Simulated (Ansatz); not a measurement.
Input and output of a single-point calculation on SnTe built on the rocksalt prototype (the PAW code Ansatz, PBE). The cell was relaxed with r2SCAN and then strained (isotropic -2.0 % on every length), with the atoms relaxed again with r2SCAN; k points keep the names of the unstrained zone.

```yaml
crystal:
  lattice:
    - [0.0, 3.1255437385, 3.1255437385]
    - [3.1255437385, 0.0, 3.1255437385]
    - [3.1255437385, 3.1255437385, 0.0]
  atoms:
    - { symbol: Sn, position: [0.0, 0.0, 0.0] }
    - { symbol: Te, position: [0.5, 0.5, 0.5] }
kpoints:
  mp_grid: { grid: [8, 8, 8] }
  band_path:
    path:
      - [0.0, 0.0, 0.0]
      - [0.5, 0.0, 0.5]
      - [0.625, 0.25, 0.625]
      - [0.375, 0.375, 0.75]
      - [0.5, 0.5, 0.5]
      - [0.5, 0.25, 0.75]
      - [-0.015951, -0.015788, 0.492106]
      - [-0.018311, -0.009359, 0.490885]
    npoints: 1
hamiltonian:
  xc: pbe
scf:
  occupations: { method: fermi_dirac, width: 0.02 }
  n_extra_bands: 4
output:
  forces: true
  stress: true
  eigenvalues: true
  write_density: true
  write_potential: true
  elf: true
  volumetric_format: npy
```

The output follows, shortened, with numbered blanks.
```
Functional definition: PBE
Crystal: 2 atoms, lattice volume = 61.067 Å³
[1]
Bands: 19, of which v1, the nominal top of the filled ones, is band 15 counted from 1 (14 counted from 0)
Symmetry: 48 space group operations
Space group: Fm-3m (ITA 225)
[2]
SCF 1 converged in 6 iterations: F = -13004.695282 eV  dr2 = 1.45e-9
Free energy (F): -13004.695282 eV
Internal energy: -13004.695235 eV  (E = F + TS)
E sigma→0 (E₀):  -13004.695258 eV
Entropy (-TS):   -0.000047 eV (-0.023 meV/atom)
Fermi energy:    10.143470 eV
--- Per-component energies (eV) ---
  E_band       = -343.954501
  E_kinetic    = 366.869248
  E_local      = -2115.269965
  E_nonlocal   = -342.943795
  E_hartree    = 1339.631200
  E_xc         = -508.106674
  E_vxc        = -201.479257
  E_paw        = -8795.698040
  E_vpaw       = -730.395650
  E_ewald      = -2949.177037
  E_smearing   = -0.000047
--- Stress (GPa, compression-positive) ---
[3]
```

Task: Give the withheld lines. They hold the stress, the count of irreducible k points, cutoff and plane waves at Γ.

Result:
```
[1]
Basis set: ecut = 420 eV, 1243 PW (Γ)
[2]
k-points: 29 of 512
[3]
        3.588937       0.000000       0.000000
        0.000000       3.588937       0.000000
        0.000000       0.000000       3.588937
  P = ⅓ Tr σ = 3.5889 GPa (35.889 kbar)
```

The file bands.tsv (bands near the Fermi energy, numbered from 0, rounded):
```tsv
# k_distance	band_10	band_11	band_12	band_13	band_14	band_15	band_16	band_17	band_18
# fermi_ev = 10.143470
# [0, 0, 0] at k_distance = 0.000000
# [0.5, 0, 0.5] at k_distance = 1.005135
# [0.625, 0.25, 0.625] at k_distance = 1.360504
# [0.375, 0.375, 0.75] at k_distance = 1.976020
# [0.5, 0.5, 0.5] at k_distance = 2.591537
# [0.5, 0.25, 0.75] at k_distance = 3.302275
# [-0.015951, -0.015788, 0.492106] at k_distance = 4.035813
# [-0.018311, -0.009359, 0.490885] at k_distance = 4.049502
# levels_relative_to = fermi_ev
0.000	-13.071	-4.664	-2.294	-2.294	-2.294	3.321	3.321	3.321	4.647
1.005	-11.403	-6.570	-5.835	-3.946	-3.946	2.001	4.964	4.964	6.491
1.361	-11.364	-7.596	-5.427	-3.438	-2.854	2.998	3.040	4.124	5.607
1.976	-11.364	-7.596	-5.427	-3.438	-2.854	2.998	3.040	4.124	5.607
2.592	-11.728	-8.553	-1.951	-1.951	-0.085	0.085	0.249	0.249	7.751
3.302	-11.309	-7.535	-5.066	-5.066	-0.904	0.768	4.550	4.550	6.097
4.036	-11.727	-8.551	-1.982	-1.958	-0.061	-0.061	0.258	0.410	7.721
4.050	-11.727	-8.551	-1.980	-1.959	-0.062	-0.061	0.261	0.408	7.722
```
In order the rows are Γ, X, U, K, L, W, (-0.016, -0.016, 0.492), (-0.018, -0.009, 0.491).

Command: `ansatz run input.yaml --threads 2 --pin off --max-ram 20275MiB --backend cpu --events-out ev --progress --plain --runs-dir out`. Wall time 1 s on 2 threads of AMD EPYC 7R13 Processor (Zen 3), on a shared host, load about 2.4 per core; peak host memory 0.56 GiB.

Calculated for a static, non-magnetic cell.

Spin-orbit coupling is left out, which matters wherever the heavy atoms make up the band edges.
